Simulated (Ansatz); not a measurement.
Data sheet: Na (DFT)

Na:
```
CELL_PARAMETERS angstrom
      3.59436     0.00000     0.00000
     -1.79718     3.11280     0.00000
      0.00000     0.00000     5.96573
ATOMIC_POSITIONS crystal
  Na 0.33333 0.66667 0.25000
  Na 0.66667 0.33333 0.75000
```

Space group P6_3/mmc (No. 194), hcp (Mg type); conventional cell a = b = 3.594 Å, c = 5.966 Å, α = β = 90.00°, γ = 120.00°.

Method: plane-wave PAW LDA (Ansatz code). Structure relaxed to zero pressure with the same functional. Other levels are named where they apply.

Cell and energy:

Volume per atom: 33.37 Å³
Density: 1.14 g/cm³

Electronic structure:

* **Electronic character**: metallic (no gap)
* **Density of states at the Fermi level**: 0.46 states/eV per atom (mean over ±0.08 eV)

Mechanics:

- Bulk modulus (Birch–Murnaghan fit) = 9.1 GPa
- Pressure derivative B′ = 3.7
- Elastic constants (relaxed ions, GPa) = C11 = 14.4, C12 = 9.0, C13 = 4.2, C33 = 18.3, C44 = 2.7
- Mechanical stability = stable (all eigenvalues of C positive)
- Hill bulk and shear moduli = 9.1 and 3.3 GPa
- Young's modulus = 8.9 GPa
- Poisson's ratio = 0.34
- Debye temperature from the elastic constants = 177 K

Phonons:

* **Highest zone-centre frequency**: 135 cm⁻¹
* **Zone-centre stability**: no imaginary mode at Γ

The workflow started from a Materials Project entry (that database holds measured and hypothetical structures alike); the Crystallography Open Database files this formula in space group No. 194, but the cells were not matched. It is not the phase usual at ambient conditions (space group No. 229). The LDA relaxation kept the symmetry of its start. As this level gives no gap, shear constants depend on the k-mesh and smearing (Fermi–Dirac, 0.1 eV here). As this level gives no gap, phonon frequencies hold no LO–TO term and depend on the k-mesh and smearing (Fermi–Dirac, 0.1 eV here). Axis ratios of metals converge slowly with the k-mesh, so a and c are less sure than the volume.

Potentials: the earlier of the program's two PAW sets. The files were generated under PBE; for other functionals the program regenerates the frozen cores, and for LDA and PBEsol the local potential too.
